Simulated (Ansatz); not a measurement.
CaTiO₃:
```yaml
crystal:
  lattice:
    - [2.69975, 1.55870, 4.44273]
    - [-2.69975, 1.55870, 4.44273]
    - [0.00000, -3.11740, 4.44273]
  atoms:
    - { symbol: Ca, position: [0.27614, 0.27614, 0.27614] }
    - { symbol: Ca, position: [0.77614, 0.77614, 0.77614] }
    - { symbol: Ti, position: [0.01619, 0.01619, 0.01619] }
    - { symbol: Ti, position: [0.51619, 0.51619, 0.51619] }
    - { symbol: O, position: [0.74850, 0.18288, 0.32659] }
    - { symbol: O, position: [0.32659, 0.74850, 0.18288] }
    - { symbol: O, position: [0.18288, 0.32659, 0.74850] }
    - { symbol: O, position: [0.82659, 0.68288, 0.24850] }
    - { symbol: O, position: [0.24850, 0.82659, 0.68288] }
    - { symbol: O, position: [0.68288, 0.24850, 0.82659] }
```

This is the PBEsol-relaxed structure. Cartesian axes are those of the cell as given.

**Question.** All from PBEsol in the plane-wave PAW code Ansatz, unless another level is named. Give the electron effective mass, band 1 of 2 at the edge.

**Answer.** 6.3 along x, 0.95 along z (mₑ).

**Question.** Predict the band gap.

**Answer.** 2.85 eV (indirect).

**Question.** Predict the hole effective mass.

**Answer.** 2.1, 4.0, 5.6 mₑ (principal values).

**Question.** Next, the smallest direct gap on the standard path?

**Answer.** 2.95 eV.

**Question.** Next, the valence-band maximum?

**Answer.** at F.

Space group R3c. The start of the workflow was typed in or built on a structure type; neither database checked (COD, Materials Project) lists it. COD files the formula under space group No. 11, 62, 65, 140, 221. Whether it is the stable phase at ambient conditions was not checked. Symmetry was held in the PBEsol relaxation; whether a distortion lowers the energy is not shown. The workflow began spin-polarised and lost its moments.

Potentials: the earlier of the program's two PAW sets. The files were generated under PBE; for other functionals the program regenerates the frozen cores, and for LDA and PBEsol the local potential too.
